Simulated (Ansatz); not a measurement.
Input, command and steps of an Ansatz relaxation.

```yaml
crystal:
  lattice:
    - [0.0, 2.1241565611, 2.1241565611]
    - [2.1241565611, 0.0, 2.1241565611]
    - [2.1241565611, 2.1241565611, 0.0]
  atoms:
    - { symbol: Co, position: [0.0, 0.0, 0.0], spin: 2.74 }
    - { symbol: O, position: [0.5, 0.5, 0.5], spin: 0.35 }
basis:
  ecutwfc: 420
kpoints:
  mp_grid: { grid: [16, 16, 16] }
hamiltonian:
  xc: pbe
  dispersion: d3bj
scf:
  occupations: { method: gaussian, width: 0.1 }
output:
  forces: true
  stress: true
  eigenvalues: true
  populations: true
magnetization:
  spin_polarized: true
relax:
  adjacent_minimum: "off"
  f_tol: 0.005
  max_steps: 50
  cell: { stress_tol: 0.05 }
```

```bash
ansatz run input.yaml --threads 1 --pin off --max-ram 2560MiB --backend cpu --events-out ev --progress --plain --runs-dir out
```

The calculation used DFT PBE+D3(BJ), scalar-relativistic, plane waves, PAW (Ansatz 0.2.0).

Of 15 frames 10 are shown, positions in Å and forces in eV/Å; the SCF threshold varies from step to step. Steps run on the plane waves of an earlier cell, with a Pulay correction in the pressure. The basis is chosen afresh for the last frame, the zero of the energies, and at times for earlier ones too; energy and pressure step there, also at an unchanged geometry. The mark taken_back stands on steps that the optimiser undid.

```xyz
2
Lattice="0.0000 2.1242 2.1242 2.1242 0.0000 2.1242 2.1242 2.1242 0.0000" Properties=species:S:1:pos:R:3:forces:R:3 pbc="T T T" step=1 free_energy_over_end_meV_per_atom=4.49 pressure_GPa=46.84
Co    0.0000    0.0000    0.0000    0.0000    0.0000    0.0000
O     2.1242    2.1242    2.1242    0.0000    0.0000    0.0000
2
Lattice="0.0000 2.1706 2.1706 2.1706 0.0000 2.1706 2.1706 2.1706 0.0000" Properties=species:S:1:pos:R:3:forces:R:3 pbc="T T T" step=3 free_energy_over_end_meV_per_atom=40.11 pressure_GPa=-14.67 taken_back
Co    0.0000    0.0000    0.0000    0.0000    0.0000    0.0000
O     2.1706    2.1706    2.1706    0.0000    0.0000    0.0000
2
Lattice="0.0000 2.1474 2.1474 2.1474 0.0000 2.1474 2.1474 2.1474 0.0000" Properties=species:S:1:pos:R:3:forces:R:3 pbc="T T T" step=4 free_energy_over_end_meV_per_atom=13.79 pressure_GPa=-9.78 taken_back
Co    0.0000    0.0000    0.0000    0.0000    0.0000    0.0000
O     2.1474    2.1474    2.1474    0.0000    0.0000    0.0000
2
Lattice="0.0000 2.1326 2.1326 2.1326 0.0000 2.1326 2.1326 2.1326 0.0000" Properties=species:S:1:pos:R:3:forces:R:3 pbc="T T T" step=6 free_energy_over_end_meV_per_atom=2.56 pressure_GPa=-6.35
Co    0.0000    0.0000    0.0000    0.0000    0.0000    0.0000
O     2.1326    2.1326    2.1326    0.0000    0.0000    0.0000
2
Lattice="0.0000 2.1080 2.1080 2.1080 0.0000 2.1080 2.1080 2.1080 0.0000" Properties=species:S:1:pos:R:3:forces:R:3 pbc="T T T" step=7 free_energy_over_end_meV_per_atom=31.69 pressure_GPa=-0.04 taken_back
Co    0.0000    0.0000    0.0000    0.0000    0.0000    0.0000
O     2.1080    2.1080    2.1080    0.0000    0.0000    0.0000
2
Lattice="0.0000 2.1284 2.1284 2.1284 0.0000 2.1284 2.1284 2.1284 0.0000" Properties=species:S:1:pos:R:3:forces:R:3 pbc="T T T" step=9 free_energy_over_end_meV_per_atom=0.43 pressure_GPa=-3.24
Co    0.0000    0.0000    0.0000    0.0000    0.0000    0.0000
O     2.1284    2.1284    2.1284    0.0000    0.0000    0.0000
2
Lattice="0.0000 2.1242 2.1242 2.1242 0.0000 2.1242 2.1242 2.1242 0.0000" Properties=species:S:1:pos:R:3:forces:R:3 pbc="T T T" step=10 free_energy_over_end_meV_per_atom=4.47 pressure_GPa=46.69 taken_back
Co    0.0000    0.0000    0.0000    0.0000    0.0000    0.0000
O     2.1242    2.1242    2.1242    0.0000    0.0000    0.0000
2
Lattice="0.0000 2.1269 2.1269 2.1269 0.0000 2.1269 2.1269 2.1269 0.0000" Properties=species:S:1:pos:R:3:forces:R:3 pbc="T T T" step=12 free_energy_over_end_meV_per_atom=0.22 pressure_GPa=2.44
Co    0.0000    0.0000    0.0000    0.0000    0.0000    0.0000
O     2.1269    2.1269    2.1269    0.0000    0.0000    0.0000
2
Lattice="0.0000 2.1274 2.1274 2.1274 0.0000 2.1274 2.1274 2.1274 0.0000" Properties=species:S:1:pos:R:3:forces:R:3 pbc="T T T" step=13 free_energy_over_end_meV_per_atom=0.21 pressure_GPa=-0.40
Co    0.0000    0.0000    0.0000    0.0000    0.0000    0.0000
O     2.1274    2.1274    2.1274    0.0000    0.0000    0.0000
2
Lattice="0.0000 2.1274 2.1274 2.1274 0.0000 2.1274 2.1274 2.1274 0.0000" Properties=species:S:1:pos:R:3:forces:R:3 pbc="T T T" step=15 free_energy_over_end_meV_per_atom=0.00 pressure_GPa=0.02
Co    0.0000    0.0000    0.0000    0.0000    0.0000    0.0000
O     2.1274    2.1274    2.1274    0.0000    0.0000    0.0000
```

It took 110 s on 1 thread of Intel(R) Xeon(R) Platinum 8259CL CPU @ 2.50GHz (Skylake/Cascade Lake), with other jobs on the host, peak memory 0.44 GiB.

The cell holds one magnetic atom, so it can only be ferromagnetic; an antiferromagnetic order may lie lower. An atom lies near a switch of its D3 coefficient C6 between reference coordination numbers, so the dispersion energy changes steeply there and can make or shift the minimum.